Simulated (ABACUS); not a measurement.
Consider a self-consistent single point of a (100) slab of Al3GaN4 (cut from a parent of space group no. 215; 16 atoms in the cell).

```
Al3GaN4
1.0
    4.40144     0.00000     0.00000
    0.00000     4.40144     0.00000
    0.00000     0.00000    21.67680
Al Ga N
6 2 8
Cartesian
  2.20072   0.00000   8.07469
  2.20072   2.20072  10.27541
  0.00000   2.20072   8.07469
  2.20072   0.00000  12.47610
  2.20072   2.20072  14.67680
  0.00000   2.20072  12.47610
  0.00000   0.00000  10.27541
  0.00000   0.00000  14.67680
  3.27538   1.12606   9.14930
  1.12606   3.27538   9.14930
  1.12606   1.12606   7.00000
  3.27538   3.27538   7.00000
  3.27538   1.12606  13.55080
  1.12606   3.27538  13.55080
  1.12606   1.12606  11.40150
  3.27538   3.27538  11.40150
```

Computed with PBEsol, numerical atomic orbitals DZP (confined pseudo-atomic orbitals; energy shift 0.01 Ry), PseudoDojo 0.4 standard norm-conserving PBEsol (tails mended) pseudopotentials (ABACUS).

ABACUS settings:

| key | value |
|---|---|
| basis | DZP numerical atomic orbitals, energy shift 0.01 Ry |
| KPT | Gamma 6 6 1 0 0 0 |
| basis_type | lcao |
| ecutwfc | 100 Ry |
| smearing_method | fd |
| smearing_sigma | 0.00367493 Ry |
| potentials | PseudoDojo 0.4 standard norm-conserving PBEsol (tails mended) |
| symmetry | 1 |
| symmetry_prec | 1e-05 |
| efield_flag | 1 |
| dip_cor_flag | 1 |
| efield_dir | 2 |
| efield_pos_max | 0.95 |
| efield_pos_dec | 0.1 |
| efield_amp | 0 |
| ks_solver | genelpa |
| scf_nmax | 100 |
| scf_thr | 1.0e-07 |
| mixing_type | broyden |

Results:

- Number of valence electrons = 84
- Number of bands = 52
- Number of k-points after the program's reduction = 20
- Size of the basis = 218
- Number of SCF iterations = 42
- Free energy E − TS = -6785.9350 eV
- Fermi level (on the code's own zero) = -0.26 eV

The atom-centred basis is finite, which shifts total energies against plane waves. Forces and stress are left out: the polarisation orbitals used for some of these elements are too diffuse to give them reliably, and gaps can carry the same lack. The bare cut can leave dangling bonds, and the run has no spin polarisation, so a lower magnetic or reconstructed surface may exist. No clean gap shows at this smearing width and mesh (spacing up to 0.24 Å⁻¹); the mesh is coarse for partly filled bands, so the values carry mesh errors. Semi-local functionals can close small gaps.

Cost on one core: about 5 core-minutes (a rough figure).

The atomic orbitals were generated for these runs; they are not ABACUS's published sets and were checked against plane waves on a few crystals only.

“Tails mended”: in these copies of the files the far tail of each local potential was reset to the Coulomb form.
